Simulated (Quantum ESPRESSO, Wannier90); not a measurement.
# Wannierisation of HgI2 (Cmc2₁)

Structure: Materials Project mp-23173, symmetrised, not relaxed again. COD (Crystallography Open Database) has the formula in 4 space groups, this one among them (matched by group alone). Level: PBEsol, no spin polarisation, no spin-orbit coupling; pw.x of Quantum ESPRESSO at 56 Ry with PseudoDojo potentials, 6×6×4 k-points, Wannier90. Density: 8×8×4 mesh, cold smearing 0.01 Ry. Spin-orbit coupling is left out although heavy elements are present.

```
begin unit_cell_cart
ang
    2.4829550000   -3.7267050000    0.0000000000
    2.4829550000    3.7267050000    0.0000000000
    0.0000000000    0.0000000000   13.9966600000
end unit_cell_cart
mp_grid = 6 6 4
```

### Question
Which shells of neighbouring k-points and which b-vectors and weights does Wannier90 pick for this cell and mesh?

### Answer
```
 *---------------------------------- K-MESH ----------------------------------*
 +----------------------------------------------------------------------------+
 |                    Distance to Nearest-Neighbour Shells                    |
 |                    ------------------------------------                    |
 |          Shell             Distance (Ang^-1)          Multiplicity         |
 |          -----             -----------------          ------------         |
 |             1                   0.112227                      2            |
 |             2                   0.224453                      2            |
 |             3                   0.253395                      4            |
 |             4                   0.277135                      8            |
 |             5                   0.280998                      2            |
 |             6                   0.302580                      4            |
 |             7                   0.336680                      2            |
 |             8                   0.338509                      8            |
       ... (lines left out)
 +----------------------------------------------------------------------------+
 | The b-vectors are chosen automatically                                     |
 | SVD found small singular value, Rejecting this shell and trying the next   |
 | The following shells are used:                       1,  3,  5             |
 +----------------------------------------------------------------------------+
 |                        Shell   # Nearest-Neighbours                        |
 |                        -----   --------------------                        |
 |                          1               2                                 |
 |                          2               4                                 |
 |                          3               2                                 |
 +----------------------------------------------------------------------------+
 | Completeness relation is fully satisfied [Eq. (B1), PRB 56, 12847 (1997)]  |
 +----------------------------------------------------------------------------+
 |                  b_k Vectors (Ang^-1) and Weights (Ang^2)                  |
 |                  ----------------------------------------                  |
 |            No.         b_k(x)      b_k(y)      b_k(z)        w_b           |
 |            ---        --------------------------------     --------        |
 |             1         0.000000    0.000000    0.112227    39.698955        |
 |             2         0.000000    0.000000   -0.112227    39.698955        |
 |             3         0.210877    0.140499    0.000000     5.621866        |
 |             4         0.210877   -0.140499    0.000000     5.621866        |
 |             5        -0.210877   -0.140499    0.000000     5.621866        |
 |             6        -0.210877    0.140499    0.000000     5.621866        |
 |             7         0.000000   -0.280998    0.000000     3.521386        |
 |             8         0.000000    0.280998    0.000000     3.521386        |
```
